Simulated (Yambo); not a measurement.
Yambo input for Cs₂NaScBr₆ (space group Fm-3m, No. 225) (a = 7.973 Å, b = 7.973 Å, c = 7.973 Å, α = 60.00°, β = 60.00°, γ = 60.00°), on PBEsol (Quantum ESPRESSO, PseudoDojo norm-conserving, 88 Ry, scalar-relativistic) wavefunctions on a 2×2×2 mesh:

```
optics
chi
dipoles
kernel
FFTGvecs= 40 Ry
Chimod= "HARTREE"
NGsBlkXd= 3 Ry
% QpntsRXd
 1 | 1 |
%
% BndsRnXd
 3 | 249 |
%
GrFnTpXd= "R"
% EnRngeXd
 0.0 | 20.0 | eV
%
% DmRngeXd
 0.2 | 0.2 | eV
%
CGrdSpXd= 50
ETStpsXd= 161
% LongDrXd
 1.0 | 0.0 | 0.0 |
%
% XfnQP_E
 2.964 | 1.0 | 1.0 |
%
```

First lines of the file o-*.eps_q1_inv_rpa_dyson:

```
Absorption @ Q(1):   1.00000000     0.00000000     0.00000000    [q->0 direction]
#
# [ X ] Hartree size     :  229
# [GEN] GF Energies     : Perdew, Burke & Ernzerhof SOL(X)+Perdew, Burke & Ernzerhof SOL(C)+ user defined corrections @E
# [GEN] Green`s Function     : Retarded
#
# [GEN] Gauge     : Length
# [GEN] [r,Vnl] included     : yes
#
#    E[1] [eV]     Im(eps)     Re(eps)     Im(eps_o)     Re(eps_o)
#
     0.000000     -0.17203E-09     2.590253     0.15689E-17     3.013247
     0.125000     0.741507E-3     2.590484     0.001018     3.013564
     0.250000     0.001485     2.591178     0.002040     3.014518
     0.375000     0.002232     2.592337     0.003067     3.016109
     0.500000     0.002985     2.593963     0.004102     3.018343
     0.625000     0.003746     2.596061     0.005148     3.021227
     0.750000     0.004516     2.598637     0.006209     3.024766
     0.875000     0.005299     2.601697     0.007287     3.028973
     1.000000     0.006095     2.605248     0.008386     3.033858
     1.125000     0.006909     2.609302     0.009509     3.039435
     1.250000     0.007741     2.613868     0.010661     3.045720
     1.375000     0.008595     2.618959     0.011843     3.052733
     1.500000     0.009473     2.624590     0.013062     3.060494
     1.625000     0.010379     2.630777     0.014322     3.069026
     1.750000     0.011316     2.637537     0.015628     3.078357
     1.875000     0.012288     2.644892     0.016985     3.088517
     2.000000     0.013298     2.652864     0.018399     3.099538
     2.125000     0.014351     2.661477     0.019877     3.111460
     2.250000     0.015453     2.670761     0.021427     3.124323
     2.375000     0.016608     2.680747     0.023058     3.138175
     2.500000     0.017823     2.691470     0.024778     3.153068
     2.625000     0.019104     2.702968     0.026599     3.169061
     2.750000     0.020460     2.715285     0.028533     3.186219
     2.875000     0.021899     2.728470     0.030594     3.204617
     3.000000     0.023432     2.742578     0.032799     3.224338
     3.125000     0.025071     2.757670     0.035166     3.245475
     3.250000     0.026830     2.773814     0.037718     3.268136
     3.375000     0.028723     2.791090     0.040480     3.292440
     3.500000     0.030772     2.809585     0.043484     3.318527
     3.625000     0.032996     2.829401     0.046766     3.346554
     3.750000     0.035425     2.850655     0.050371     3.376705
     3.875000     0.038088     2.873478     0.054352     3.409191
     4.000000     0.041026     2.898027     0.058775     3.444260
```
(The file goes on to the top of the energy range.) Convergence of the RPA response with its 2×2×2 mesh was not tested. The scissor comes from a G0W0 run whose convergence isn't established.

Spin-orbit coupling is not included.

Geometry of the Materials Project entry, not relaxed at this level.

The structure is a Materials Project entry; no match was found in the copy of COD used, and its stability was not checked.
